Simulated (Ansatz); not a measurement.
## TiGe₄Mo: stable or not

The cell was found from a structure generator's guess, not taken from experiment.

The calculation used DFT PBE, scalar-relativistic, plane waves, PAW in Ansatz 0.2.0. Plane waves to 420 eV, a 10×10×8 mesh through Γ for the 6-atom cell and 0.10 eV Gaussian smearing; no spin polarisation.

```xyz
6
Lattice="2.3777 -4.2061 0.0000 2.3777 4.2061 0.0000 0.0000 0.0000 4.7292" Properties=species:S:1:pos:R:3 pbc="T T T"
Ti    2.3777    0.0000    2.3646
Ge    2.3777   -1.3548    0.0000
Ge    2.3777    2.8238    2.3646
Ge    2.3777    1.3548    0.0000
Ge    2.3777   -2.8238    2.3646
Mo    0.0000    0.0000    0.0000
```

Energies over the elements count from the elements' standard structures at the same level, with no fitted energy shifts.

Question: These tests were run: energy against the elements; phonons on a 2×2×2 q mesh; elastic tensor. What do they show?

Answer:

```csv
test,result
energy against the elements,−0.22 eV/atom
phonons on a 2×2×2 q mesh,no imaginary mode on the mesh
elastic tensor,least eigenvalue 51 GPa
```

It fails none of these tests. Other phases of the system weren't compared here, so this isn't yet thermodynamic stability.

The run for the phonons used a 10×10×8 k mesh and Fermi–Dirac smearing of 0.15 eV. The run for the elastic tensor used a 10×10×8 k mesh and Fermi–Dirac smearing of 0.15 eV.
